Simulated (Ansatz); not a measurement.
Hg:
```yaml
crystal:
  lattice:
    - [-1.90483, 1.90483, 1.78921]
    - [1.90483, -1.90483, 1.78921]
    - [1.90483, 1.90483, -1.78921]
  atoms:
    - { symbol: Hg, position: [0.00000, 0.00000, 0.00000] }
```

Relaxed with r²SCAN+D4. Special points in fractions of this cell's reciprocal vectors: Γ (0.000, 0.000, 0.000); X (0.000, 0.000, 0.500); M (-0.500, 0.500, 0.500); Z (0.471, 0.471, -0.471); Z0 (-0.471, 0.529, 0.471); P (0.250, 0.250, 0.250); N (0.000, 0.500, 0.000).

**Question.** List the band energies nearest the Fermi level at these points for the program Ansatz at the r²SCAN+D4 level (PAW).

**Answer.** In eV from the Fermi level; about four levels below and three above (degenerate sets whole), none deeper than 8.9 eV; … stands for higher levels left out; points with the same levels are listed once.

| k | below | above |
|---|---|---|
| Γ | -7.10 -7.10 -6.51 -6.33 | … |
| X | -6.43 -5.88 -1.76 -0.94 | … |
| M | -7.72 -6.00 -6.00 -5.95 | 2.54 … |
| Z | -7.70 -6.03 -6.03 -5.96 | 2.30 … |
| P | -7.07 -6.41 -6.31 -0.91 | 3.39 … |
| N | -6.28 -5.85 -1.34 -0.70 | … |

Space group I4/mmm (body-centred tetragonal). The first step of the workflow began from a Materials Project structure, measured or hypothetical; the Crystallography Open Database copy checked does not list it. It is not the usual solid phase (space group No. 166). Symmetry was held in the r²SCAN+D4 relaxation; its stability against distortions is not shown here. The substance is a gas or liquid at ambient conditions. The pairwise dispersion correction was not fitted to metals. Spin–orbit coupling is left out wherever it is not named.

Potentials: the later of the program's two PAW sets.
